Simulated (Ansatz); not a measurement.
**Structures of AgWCl3: which is lowest?**

Plane-wave DFT in Ansatz with scalar-relativistic PAW potentials, cutoff 500 eV, Γ-centred meshes chosen by cell and gap, Gaussian smearing with energies taken to zero width. Every cell was relaxed (cell and atoms) in a run of its own, within the symmetry of its start. Functional: r2SCAN.

Relaxed structures (starts from databases or built by putting these elements on another compound's sites):
A. P4mm, 5 atoms in the computed cell, a = 4.593 Å, c = 6.868 Å; sites (symmetry × multiplicity) Ag 4mm × 1, W 4mm × 1, Cl 2mm. × 2 + 4mm × 1; start: built
B. Pm-3m, 5 atoms in the computed cell, a = 4.787 Å; sites (symmetry × multiplicity) Ag m-3m × 1, W m-3m × 1, Cl 4/mm.m × 3; start: built

Task: Rank them by energy. Could pressure change the order?

Result:
| structure | group | E − E(lowest) (meV/atom) | V (Å³/atom) | gap on mesh (eV) |
| --- | --- | --- | --- | --- |
| B | Pm-3m | 0.0 | 21.94 | 0.00 |
| A | P4mm | 294 | 28.98 | 0.00 |

B is lowest, 294 meV/atom under A. The lowest is also the densest of these, so pressure wouldn't bring one of the others in at first order. Other structures may lie lower than all of these, and vibrations aren't counted.

Spin-orbit coupling is left out, which matters for the bands of heavy elements.